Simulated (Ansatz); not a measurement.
## Property card for TiC

TiC:
```
TiC
1.0
    2.65844     0.00000     0.00000
    0.00000     2.65844     0.00000
    0.00000     0.00000     2.65844
Ti C
1 1
Cartesian
  0.00000   0.00000   0.00000
  1.32922   1.32922   1.32922
```

Space group Pm-3m (No. 221), CsCl type; conventional cell a = b = c = 2.658 Å, α = β = γ = 90.00°.

Method: LDA in the plane-wave PAW code Ansatz. The cell and atoms are relaxed at this level. Other levels are named where they apply.

Cell and energy:

```json
{
  "volume_per_atom": "9.39 Å³",
  "density": "5.29 g/cm³",
  "Formation energy from the elements (no fitted shifts)": "0.25 eV/atom"
}
```

Electronic structure:

```json
{
  "electronic_character": "metallic (no gap)",
  "Density of states at the Fermi level": "1.6 states/eV per atom (mean over ±0.08 eV)"
}
```

Mechanics:

```json
{
 "Bulk modulus (Birch–Murnaghan fit)": "251 GPa",
 "Pressure derivative B′": "4.1",
 "Elastic constants (relaxed ions, GPa)": "C11 = 11.2, C12 = 371, C44 = -311",
 "mechanical_stability": "unstable (C has a negative eigenvalue)"
}
```

Phonons:

```json
{
  "highest_zone_centre_frequency": "278 cm⁻¹",
  "zone_centre_stability": "no imaginary mode at Γ"
}
```

The cell is a constructed one: a structure type filled with these elements; neither database checked (COD, Materials Project) lists it. It is not the phase usual at ambient conditions (space group No. 225). Symmetry was held in the LDA relaxation. No spin polarisation was allowed. As this level gives no gap, shear constants depend on the k-mesh and smearing (Fermi–Dirac, 0.1 eV here). As this level gives no gap, phonon frequencies hold no LO–TO term and depend on the k-mesh and smearing (Fermi–Dirac, 0.1 eV here). The references are the lowest solids computed at this level, not always the standard phases.

Potentials: the later of the program's two PAW sets.
